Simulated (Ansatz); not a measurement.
Method: Ansatz, DFT PBE, scalar-relativistic, plane waves, PAW. All cells share a 420 eV cutoff and Γ-centred k meshes spaced at most about 0.3 Å⁻¹ (about 0.25 or finer for metals, 2π included). No spin polarisation in the final relaxations.

All energies are static (0 K, no zero-point motion).

Compare these two cells of Sn4P, each relaxed at this level.

A. Space group P-3m1 (No. 164), trigonal, a = 4.083 Å, c = 9.339 Å. Sn on its first site is surrounded by 3 P at 2.82 Å and 3 Sn at 3.23 Å; Sn on its second site is surrounded by 3 Sn at 2.99 Å and 3 Sn at 3.23 Å; P is surrounded by 6 Sn at 2.82 Å.

B. Space group Pm-3m (No. 221), cubic, a = 5.284 Å. Sn on a site of symmetry 4/mmm is surrounded by 2 P at 2.64 Å and 12 Sn at 3.74 Å; Sn on a site of symmetry m-3m is surrounded by 12 Sn at 3.74 Å; around P lie 6 Sn at 2.64 Å.

Task: Which is lower in energy, and by how much?

Result: A is lower, by 292 meV/atom. A has space group P-3m1 (No. 164), 27.0 Å³/atom and no gap on its mesh; B has space group Pm-3m (No. 221), 29.5 Å³/atom and no gap. The denser one is the lower, and pressure would at first widen the difference. Even the lower one lies +0.05 eV/atom against the reference forms of the elements (uncorrected), so neither is stable at this level. Both come from invented guesses.

A magnetic state wasn't ruled out in cells without spin, among them P-3m1, Pm-3m. With atoms moved at random, P-3m1 came back. Other cells relaxed within their symmetry can be saddle points.
